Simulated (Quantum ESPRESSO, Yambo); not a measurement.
KI under isotropic strain

```
KI
1.0
    0.00000     3.50204     3.50204
    3.50204     0.00000     3.50204
    3.50204     3.50204     0.00000
K I
1 1
Direct
  0.00000   0.00000   0.00000
  0.50000   0.50000   0.50000
```

KI (rock salt, space group Fm-3m, No. 225) under isotropic strain (on all lattice vectors), counted from the cell relaxed with PBEsol, atoms relaxed at each step. PBEsol (Quantum ESPRESSO, PseudoDojo norm-conserving, 74 Ry, no spin-orbit coupling); G0W0 and BSE in Yambo (4×4×4 Γ-centred k mesh, 193 bands and a 10 Ry block in the screening, 193 bands in G with the Bruneval-Gonze terminator, plasmon pole fitted at 27.2 eV; BSE 8×8×8 mesh, 3 valence and 6 conduction bands, static screening with 40 bands and a 4 Ry block, scissor from each state's G0W0).

| strain (%) | pressure (GPa) | PBEsol gap (eV) | kind | G0W0 direct gap (eV) | lowest vertical BSE state (eV) | RPA ε∞ along x |
|---|---|---|---|---|---|---|
| -3 | 1.4 | 4.09 | direct | 6.35 at Γ | not resolved | 2.86 |
| -1.5 | 0.6 | 3.97 | direct | 6.24 at Γ | not resolved | 2.78 |
| -0.7 | 0.3 | 3.92 | direct | 6.19 at Γ | not resolved | 2.74 |
| 0 | 0.0 | 3.87 | direct | 6.17 at Γ | not resolved | 2.71 |
| +1 | -0.3 | 3.81 | direct | 6.11 at Γ | not resolved | 2.66 |
| +2 | -0.6 | 3.75 | direct | 6.06 at Γ | 5.44 | 2.62 |

The slopes on either side of zero strain differ (G0W0: -31 and -66 meV per %; PBEsol: -67 and -64), so no single slope is given.

GW, BSE and RPA settings are held fixed; their convergence isn't established. Strains are linear. The screening block changes size along the series (307 vectors at -3 %, 331 vectors at -1.5 %, 331 vectors at -0.7 %, 339 vectors at +0 %, 339 vectors at +1 %, 339 vectors at +2 %), which puts steps into the G0W0 values. Without spin-orbit coupling, band edges of such heavy elements can be off by tenths of an eV.
